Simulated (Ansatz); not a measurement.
TiO$_{2}$: energy along a strain

TiO$_{2}$, I4_1/amd, a = 3.778 Å, c = 9.584 Å. The compound has several low-lying forms, and this is one of them. Ansatz: r2SCAN, PAW, 500 eV, Γ-centred 6×6×6 mesh on 6 atoms, Gaussian smearing 0.05 eV; no spin polarisation. Cell vectors (Å): 2.671 -2.671 -0.020; 2.671 2.671 -0.020; -2.635 0.000 4.812. The cell is strained by x per cent times the pattern (1 0 0 0 0 0) in the order xx yy zz yz xz xy (engineering shears), with fractional coordinates held. y is the free energy over the start, V0 = 11.398 Å³/atom.

```tsv
x (%)	y (meV/atom)
-6.00	?
-4.50	25.41
-3.00	11.03
0.00	0.00
1.50	2.53
4.50	21.79
6.00	37.82
```

Fit y = c2 x² + c3 x³ to the other rows, get the stiffness along the pattern, and predict the missing energy.

Least squares on the rows shown. y = 1.1667 x² − 0.019491 x³. The clamped-ion stiffness p·C·p = 2 × 11.67 eV × 160.2 / 11.398 Å³ = 328 GPa, which is C11 in these axes. At x = -6.00 the fit asked for gives 46.21 meV/atom. The run gave 46.27 meV/atom, so the fit is 0.06 meV/atom too low, within twice the rms miss on the fitted rows (0.03 meV/atom).

Cost: 7 runs of about 4.5 core-minutes in all, on Intel Xeon Processor @ 2.50GHz (Skylake/Cascade Lake) (shared hosts).